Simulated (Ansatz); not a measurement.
BAs:
```yaml
crystal:
  lattice:
    - [0.00000, 2.39123, 2.39123]
    - [2.39123, 0.00000, 2.39123]
    - [2.39123, 2.39123, 0.00000]
  atoms:
    - { symbol: B, position: [0.75000, 0.75000, 0.75000] }
    - { symbol: As, position: [0.00000, 0.00000, 0.00000] }
```

Cartesian axes are those of the cell as given.

Q: Give the high-frequency dielectric tensor and the Born effective charge tensors of the independent atoms from DFPT, r²SCAN (plane waves, PAW; program Ansatz).

A: 
ε∞:
```
9.31  0.00  0.00
0.00  9.31  0.00
0.00  0.00  9.31
```
Z* of atom 1 (B), rows: field, columns: displacement, in e:
```
-0.37   0.00   0.00
 0.00  -0.37   0.00
 0.00   0.00  -0.37
```
Z* of atom 2 (As), rows: field, columns: displacement, in e:
```
0.37  0.00  0.00
0.00  0.37  0.00
0.00  0.00  0.37
```

Static charges for comparison (Bader): B1 +0.21, As2 -0.21 e. Born charges measure polarisation by displacement and can exceed these by far.

Space group F-43m (zinc blende). The r²SCAN relaxation kept the symmetry of its start; phonons on a q-mesh show no instability. Scalar-relativistic: spin–orbit coupling is off unless named, which matters more the heavier the elements.

Potentials: the earlier of the program's two PAW sets.
